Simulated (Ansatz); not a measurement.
B₂Ru in space group P6/mmm (No. 191; Ru on 1a, B on 2d) at seven volumes, r²SCAN in the plane-wave PAW code Ansatz, shape and atoms relaxed at each. One row is withheld.

```csv
V (Å³/atom),P (GPa)
7.779,34.29
8.035,21.00
8.292,9.67
8.548,-0.01
8.804,-8.27
9.061,-15.30
9.317,?
```

Task: Fit the shown pressures and predict the withheld one.

Result: Third-order Birch–Murnaghan: P = (3/2)B₀(x^(7/2) − x^(5/2))[1 + (3/4)(B′ − 4)(x − 1)] with x = (V₀/V)^(2/3). Least squares on the six rows gives V₀ = 8.548 Å³/atom, B₀ = 297.4 GPa, B′ = 4.26. At V = 9.317, x = 0.9442 and P = -21.33 GPa. The run itself gave -21.29 GPa.

The cell is a constructed one: a structure type filled with these elements; neither database checked (COD, Materials Project) lists it. COD files the formula under space group No. 59. Its standing as an ambient phase is unchecked. Symmetry was held in the r²SCAN relaxation; its stability against distortions is not shown here. No spin polarisation was allowed.

Potentials: the earlier of the program's two PAW sets.
